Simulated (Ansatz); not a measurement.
# Data sheet: PNO (DFT)

PNO:
```
CELL_PARAMETERS angstrom
     -2.22308     2.38652     3.51227
      2.22308    -2.38652     3.51227
      2.22308     2.38652    -3.51227
ATOMIC_POSITIONS crystal
  P  0.61095 0.36095 0.25000
  P  0.88905 0.13905 0.75000
  N  0.75000 0.39448 0.64448
  N  0.25000 0.10552 0.85552
  O  0.87531 0.25000 0.12531
  O  0.62469 0.75000 0.37469
```

Space group I2_12_12_1 (No. 24); conventional cell a = 4.4462 Å, b = 4.7730 Å, c = 7.0245 Å, α = β = γ = 90.00°.

Method: the program Ansatz at the r²SCAN level (PAW). Structure relaxed to zero pressure with the same functional. Other levels are named where they apply.

Cell and energy:

```json
{
 "volume_per_atom": "12.42 Å³",
 "density": "2.72 g/cm³",
 "Formation energy from the elements (no fitted shifts)": "-1.27 eV/atom"
}
```

Electronic structure:

```json
{
  "band_gap": "5.81 eV (indirect)",
  "valence_band_maximum": "at X (k = 0.500, 0.500, 0.500 in fractions of the reciprocal vectors)",
  "conduction_band_minimum": "at Γ",
  "smallest_direct_gap_on_the_standard_path": "6.28 eV",
  "electron_effective_mass": "0.59, 0.76, 0.80 mₑ (principal values)",
  "hole_effective_mass": "1.6, 2.4, 2.4 mₑ (principal values)"
}
```

Mechanics:

```json
{
 "Bulk modulus (Birch–Murnaghan fit)": "534 kbar",
 "Pressure derivative B′": "3.1"
}
```

Charges:

```json
{
 "bader_charges": "P +3.80, N -2.19, O -1.61 e"
}
```

The first step of the workflow began from a Materials Project structure, measured or hypothetical; the Crystallography Open Database copy checked does not list it. Its standing as an ambient phase is unchecked. The cell was relaxed with r²SCAN under the symmetry of its start; its stability against distortions is not shown here. The references are the lowest solids computed at this level, not always the standard phases (solids in place of the gases).

Potentials: the later of the program's two PAW sets.
